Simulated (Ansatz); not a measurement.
Input:

C (diamond), conventional cell a = b = c = 3.572 Å, α = β = γ = 90.00°. The calculation uses the primitive cell of 2 atoms, to which meshes and values per cell refer.

This relaxed cell (volume V₀) is scaled evenly in all directions, its shape held. Symmetry pins the atoms to their sites.

Calculation: PBE (plane waves to 420 eV, PAW, scalar-relativistic; Ansatz, a quantum-chemistry and plane-wave program). k mesh 16×16×16 (Γ-centred), Fermi-Dirac smearing 0.05 eV. Energies are smeared free energies. Compression counts positive. C was relaxed with its symmetry unable to fall. The PAW data are Ansatz's earlier set. ΔE is measured from the relaxed starting cell.

The scan covers V/V₀ from 0.940 to 1.060 in 11 points.

**Question.** What is ΔE at V/V₀ = 1.060?

**Answer.** 25.2 meV/atom.

**Question.** What is ΔE at V/V₀ = 0.940?

**Answer.** 30.5 meV/atom.

**Question.** What pressure does the cell carry at V/V₀ = 0.940?

**Answer.** 30.0 GPa.

(Under strain, the slope of the energy per volume gives the stress and its curvature an elastic modulus.)
